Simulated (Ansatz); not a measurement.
ZrNi in space group Cmcm (No. 63; Zr on 4c, Ni on 4c) at seven volumes, PBEsol (plane waves, PAW; program Ansatz), shape and atoms relaxed at each. One row is withheld.

```json
[
 {"V (Å³/atom)": "14.701", "P (GPa)": "17.09"},
 {"V (Å³/atom)": "15.186", "P (GPa)": "10.55"},
 {"V (Å³/atom)": "15.671", "P (GPa)": "4.90"},
 {"V (Å³/atom)": "16.155", "P (GPa)": "0.00"},
 {"V (Å³/atom)": "16.640", "P (GPa)": "?"},
 {"V (Å³/atom)": "17.125", "P (GPa)": "-7.76"},
 {"V (Å³/atom)": "17.609", "P (GPa)": "-10.79"}
]
```

Task: Fit the shown pressures and predict the withheld one.

Result: Third-order Birch–Murnaghan: P = (3/2)B₀(x^(7/2) − x^(5/2))[1 + (3/4)(B′ − 4)(x − 1)] with x = (V₀/V)^(2/3). Least squares on the six rows gives V₀ = 16.158 Å³/atom, B₀ = 149.6 GPa, B′ = 4.03. At V = 16.640, x = 0.9806 and P = -4.14 GPa. The run itself gave -4.20 GPa.

The workflow started from a Materials Project entry (that database holds measured and hypothetical structures alike); the Crystallography Open Database files this formula in space group No. 63, but the cells were not matched. Whether it is the stable phase at ambient conditions was not checked. The PBEsol relaxation kept the symmetry of its start; its stability against distortions is not shown here. No spin polarisation was allowed.

Potentials: the later of the program's two PAW sets.
